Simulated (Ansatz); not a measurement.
Kick test of a cell of BaCd₃Se₄

The structure comes from a generated guess, relaxed at this level; another structure or a mixture of phases may lie lower.

Level of theory: DFT PBE, scalar-relativistic, plane waves, PAW in Ansatz 0.2.0. Plane waves to 420 eV, a k mesh through Γ of 6×6×2 on the computed 8-atom cell and Gaussian smearing (0.02 eV); no spin polarisation.

The cell below (8 atoms, space group P-4m2 (No. 115)) is relaxed within its symmetry.

```
Ba Cd Se
1.0
     4.55505    0.00000    0.00000
     0.00000    4.55505    0.00000
     0.00000    0.00000   13.01227
Ba Cd Se
1 3 4
Cartesian
  0.0000 0.0000 0.0000
  2.2775 2.2775 9.4217
  0.0000 0.0000 6.5061
  2.2775 2.2775 3.5906
  0.0000 2.2775 7.9623
  2.2775 0.0000 5.0499
  0.0000 2.2775 2.1153
  2.2775 0.0000 10.8970
```

For the test it was strained at random (σ = 1.5 % a component), the atoms were moved at random (σ = 0.10 Å), and all was relaxed again on a coarse 4×4×1 mesh (in the run’s order of axes) with 0.10 eV smearing, with no symmetry imposed.

Q: Is the structure stable against such a distortion?

A: It doesn't return. The energy falls by 52 meV/atom on that mesh, the volume changes by -6.9 %, and the end has space group Amm2 (No. 38) at a loose tolerance. Relaxed again on a 6×6×6 mesh with 0.02 eV smearing, the new structure lies 53 meV/atom below the first (mesh in the axes of the run's cell; the cell below is made exact in the group named). Space group Amm2 (No. 38), orthorhombic, a = 4.482 Å, b = 4.299 Å, c = 26.077 Å. Around Ba lie 2 Se at 3.16 Å, 4 Se at 3.39 Å and 2 Cd at 3.84 Å; around Cd on its first site lie 4 Se at 2.66–2.71 Å; around Cd on its second site lie 4 Se at 2.66–2.71 Å; Se on its first site is surrounded by 4 Cd at 2.66–2.71 Å; 4 more sites not described.

```
Ba Cd Se
1.0
     4.48156    0.00000    0.00000
     0.00000    2.14944   13.03851
     0.00000   -2.14944   13.03851
Ba Cd Se
1 3 4
Direct
  0.00000 0.23218 0.23218
  0.50000 0.58804 0.58804
  0.00000 0.96978 0.96978
  0.50000 0.35191 0.35191
  0.50000 0.02452 0.02452
  0.00000 0.40633 0.40633
  0.50000 0.78443 0.78443
  0.00000 0.64320 0.64320
```
